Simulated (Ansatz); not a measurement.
GeSe in space group Pnma (No. 62; Ge on 4c, Se on 4c) at seven volumes, the program Ansatz at the LDA level (PAW), shape and atoms relaxed at each. One row is withheld.

```json
[
 {"V (Å³/atom)": "19.466", "P (GPa)": "5.23"},
 {"V (Å³/atom)": "20.108", "P (GPa)": "3.08"},
 {"V (Å³/atom)": "20.749", "P (GPa)": "?"},
 {"V (Å³/atom)": "21.391", "P (GPa)": "0.00"},
 {"V (Å³/atom)": "22.033", "P (GPa)": "-1.09"},
 {"V (Å³/atom)": "22.675", "P (GPa)": "-1.88"},
 {"V (Å³/atom)": "23.316", "P (GPa)": "-2.48"}
]
```

Problem. Fit the shown pressures and predict the withheld one.

Solution. P = (3/2)B₀(x^(7/2) − x^(5/2))[1 + (3/4)(B′ − 4)(x − 1)] with x = (V₀/V)^(2/3). Least squares on the six rows gives V₀ = 21.386 Å³/atom, B₀ = 39.8 GPa, B′ = 7.30. At V = 20.749, x = 1.0204 and P = 1.34 GPa. The run itself gave 1.38 GPa.

The LDA relaxation kept the symmetry of its start; of distortions, only those at the zone centre were tested. A crystal of weakly bound layers computed without a dispersion correction: the cell and the soft elastic constants depend strongly on that.

Potentials: the later of the program's two PAW sets.
